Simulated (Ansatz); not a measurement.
# Co$_{2}$Si$_{6}$Ni: zone-centre modes

Level of theory: Ansatz, DFT PBE, scalar-relativistic, plane waves, PAW. Settings: 420 eV plane-wave cutoff, Γ-centred 14×14×14 mesh, Fermi-Dirac smearing of 0.15 eV. No spin polarisation. Phonons by linear response, acoustic sum rule imposed.

The cell, relaxed at this level:
```
Co Si Ni
1.0
    -1.90032    1.90032    8.07029
     1.90032   -1.90032    8.07029
     1.90032    1.90032   -8.07029
Co Si Ni
2 6 1
Cartesian
  0.0000 0.0000 13.4634
  0.0000 0.0000 2.6772
  0.0000 1.9003 6.6932
  0.0000 1.9003 1.3771
  1.9003 0.0000 4.0351
  1.9003 0.0000 1.3771
  0.0000 1.9003 4.0351
  1.9003 0.0000 6.6932
  0.0000 0.0000 8.0703
```

The structure comes from a generated guess, relaxed at this level; another structure or a mixture of phases may lie lower. In a metal, frequencies depend on the k mesh and the smearing, soft modes most.

Optical modes at Γ:
```csv
frequency (cm⁻¹),degeneracy
144,2
151,2
235,1
239,1
275,2
276,1
278,2
294,1
325,2
326,1
329,2
331,1
374,2
374,2
393,1
394,1
```

All 24 optical modes at Γ are real: no displacement of atoms at fixed cell lowers the energy to second order. Strains and modes at other wave vectors aren't tested by this run.
